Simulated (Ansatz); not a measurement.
Cu₃Au (Cu3Au type)

```
CELL_PARAMETERS angstrom
      3.78050     0.00000     0.00000
      0.00000     3.78050     0.00000
      0.00000     0.00000     3.78050
ATOMIC_POSITIONS crystal
  Cu 0.00000 0.50000 0.50000
  Cu 0.50000 0.00000 0.50000
  Cu 0.50000 0.50000 0.00000
  Au 0.00000 0.00000 0.00000
```

This relaxed cell (volume V₀) is scaled evenly in all directions, its shape held. Symmetry pins the atoms to their sites.

Computed with PBE (plane waves to 420 eV, PAW, scalar-relativistic; Ansatz, a first-principles code). k mesh 12×12×12 (Γ-centred), Fermi-Dirac smearing 0.05 eV. Stress and pressure are positive under compression. Cu3Au is run without spin polarisation. Cu3Au was relaxed with its symmetry unable to fall. Spin-orbit coupling is left out, though Au is heavy.

At one point of the scan the stress tensor (GPa) is:

```
   -9.2      0.0      0.0
    0.0     -9.2      0.0
    0.0      0.0     -9.2
```

Which point is it?
(A) V/V₀ = 1.067
(B) V/V₀ = 1.033
(C) V/V₀ = 1.083
(D) V/V₀ = 1.017

C, V/V₀ = 1.083

(A scan under strain: stresses follow from slopes of the energy per volume, elastic moduli from its curvatures.)
